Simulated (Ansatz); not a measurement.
**AgW: computed property card**

AgW:
```xyz
4
Lattice="4.6009 0.0000 0.0000 0.0000 2.7169 0.0000 0.0000 0.0000 5.2256" Properties=species:S:1:pos:R:3 pbc="T T T"
W      1.1502     0.0000     4.5453
W      3.4507     0.0000     0.6803
Ag     1.1502     1.3584     1.9022
Ag     3.4507     1.3584     3.3234
```

Space group Pmma (No. 51); conventional cell a = 4.6009 Å, b = 2.7169 Å, c = 5.2256 Å, α = β = γ = 90.00°.

Method: r²SCAN (plane waves, PAW; program Ansatz). The cell and atoms are relaxed at this level. Other levels are named where they apply.

**Cell and energy**

| Item | Result |
|---|---|
| Volume per atom | 16.33 Å³ |
| Density | 14.83 g/cm³ |
| Formation energy from the elements (no fitted shifts) | 0.72 eV/atom |

**Electronic structure**

| Property | Value |
|---|---|
| Electronic character | metallic (no gap) |
| Density of states at the Fermi level | 0.75 states/eV per atom (mean over ±0.08 eV) |
| Gap with spin–orbit coupling | none (metallic) |

**Mechanics**

| Quantity | Value |
|---|---|
| Bulk modulus (Birch–Murnaghan fit) | 191 GPa |
| Pressure derivative B′ | 5.5 |

**Charges**

| Item | Value |
|---|---|
| Bader charges | W +0.31, Ag -0.31 e |

The start of the workflow was typed in or built on a structure type; neither database checked (COD, Materials Project) lists it. Its standing as an ambient phase is unchecked. The r²SCAN relaxation kept the symmetry of its start; whether a distortion lowers the energy is not shown. No spin polarisation was allowed. Its formation energy is positive at this level, so the cell may be metastable or incomplete. Axis ratios of metals converge slowly with the k-mesh, so a and c are less sure than the volume. The references are the lowest solids computed at this level, not always the standard phases. Scalar-relativistic: spin–orbit coupling is off unless named, which matters more the heavier the elements.

Potentials: the earlier of the program's two PAW sets.
